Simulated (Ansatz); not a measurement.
CaHBr (space group P4/nmm)

```
CaHBr
1.0
    3.83303     0.00000     0.00000
    0.00000     3.83303     0.00000
    0.00000     0.00000     8.23965
Ca H Br
2 2 2
Direct
  0.00000   0.50000   0.15719
  0.50000   0.00000   0.84281
  0.50000   0.50000   0.00000
  0.00000   0.00000   0.00000
  0.00000   0.50000   0.68010
  0.50000   0.00000   0.31990
```

This relaxed cell (volume V₀) is scaled evenly in all directions, its shape held. The atoms relax within the cell's symmetry.

The numbers are results of r2SCAN (plane waves to 500 eV, PAW, scalar-relativistic; Ansatz, a program for electronic structure), not measurements. k mesh 9×9×4 (Γ-centred), Fermi-Dirac smearing 0.05 eV. The energy includes the smearing's −TS. Compression counts positive. With the shape held, the modulus is that of even scaling; a crystal free to change shape is softer. CaHBr was relaxed with its symmetry unable to fall. The zero of ΔE is the relaxed starting cell.

```tsv
V (Å³/atom)	ΔE (meV/atom)
18.966	withheld
19.268	4.1
19.571	1.8
19.874	0.4
20.176	0.0
20.479	0.4
20.782	1.6
21.084	3.4
21.387	5.8
```

**Question.** Fit a third-order Birch-Murnaghan form (E₀, V₀, B₀, B₀′ free) to the given rows and predict ΔE at V = 18.966.

**Answer.** Least squares on the 8 given rows: ΔE = E₀ + (9V₀B₀/16)·y²·[2 + (B₀′ − 4)y], y = (V₀/V)^(2/3) − 1, with V₀ = 20.171 Å³/atom, B₀ = 29.18 GPa (160.2 GPa = 1 eV/Å³; the term in eV is multiplied by 1000), B₀′ = 6.16, E₀ = 0.01 meV/atom; root-mean-square residual 0.02 meV/atom. At 18.966 the fit gives 7.6 meV/atom; the calculation gives 7.6 meV/atom, the same to the digits shown. For the pressure the fit gives 2.17 GPa against the computed 2.15 GPa.

(A scan under strain: stresses follow from slopes of the energy per volume, elastic moduli from its curvatures.)
